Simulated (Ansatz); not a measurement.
## How much do the gradients of FeSi depend on the method?

Cell: a computed structure from the Materials Project (it need not be an observed phase) whose atoms were relaxed with PBE, the cell held.

```cif
data_FeSi
_symmetry_space_group_name_H-M 'P2_13'
_symmetry_Int_Tables_number 198
_cell_length_a 4.4022
_cell_length_b 4.4022
_cell_length_c 4.4022
_cell_angle_alpha 90.000
_cell_angle_beta 90.000
_cell_angle_gamma 90.000
loop_
_atom_site_label
_atom_site_type_symbol
_atom_site_symmetry_multiplicity
_atom_site_Wyckoff_symbol
_atom_site_fract_x
_atom_site_fract_y
_atom_site_fract_z
Fe Fe 4 a 0.8625 0.6375 0.3625
Si Si 4 a 0.1585 0.3415 0.6585
```

One atom of each set is listed.

First run. Level of theory: DFT, PBE, plane waves and PAW, scalar-relativistic, collinear spin, 420 eV cutoff, Γ-centred 8×8×8 k-points, Fermi–Dirac smearing 0.05 eV (Ansatz 0.2.0). Start moments as typed (μB): 3 on each Fe, none on the rest.

```tsv
site	V_zz (10²¹ V/m²)	η	m (μB)
Fe	5.33	0.00	0.00
Si	-3.13	0.00	0.00
```

Second run. The same atoms and settings, except that the functional is r2SCAN and the cutoff is 500 eV.

Problem. Given the first result, estimate the second.

Solution. 

| site | V_zz | η | change of V_zz | m (μB) |
| --- | --- | --- | --- | --- |
| Fe | -1.09 | 0.00 | -6.42 | 1.17 |
| Si | -3.26 | 0.00 | -0.13 | -0.07 |

The largest change of V_zz is on Fe, from 5.33 to -1.09. In per cent, |V_zz| changes by +4 on Si (all sites that start above 2, bar those whose gradient vanishes or changes sign or whose main axis turns by over 40°). V_zz changes sign on Fe (same axis). The absolute magnetisation of the cell goes from 0.0 to 5.5 μB. Isomer shifts (Fe against α-Fe, from the density at the nucleus and a line fitted to measured compounds for each functional; the lines scatter by about 0.1 mm/s, so smaller changes between functionals mean little): Fe 0.21 → 0.20 mm/s.

With these PAW files V_zz is typically within 2 to 3 % of all-electron values, but misses above 10 % occur on Fe.
For the first run: At this cell the PBE pressure is 7 GPa, so with PBE the cell would grow if it were relaxed. The entry's cell may itself be off. With a gap of 0.17 eV under a smearing of 0.05 eV the band edges are partly filled, so small gradients can hang on the smearing and the k-mesh. The start moments die out, and the run ends without spin.
For the second run: At this cell the r2SCAN pressure is 5 GPa, so with r2SCAN the cell would grow if it were relaxed. The entry's cell may itself be off. The largest force is 0.5 eV/Å, so the atoms aren't at the calculated equilibrium and relaxing them would move these values. The program didn't check the stability of this electronic state in full, so a lower one may lie near. With no gap above 0.1 eV, as in a metal, the gradients converge slowly in k; expect changes of a tenth or more on a denser mesh. The run lost most of its start moments on Fe; a state with other moments may lie lower. The magnetic order is the one that the run reached from its start moments, not necessarily the measured one.
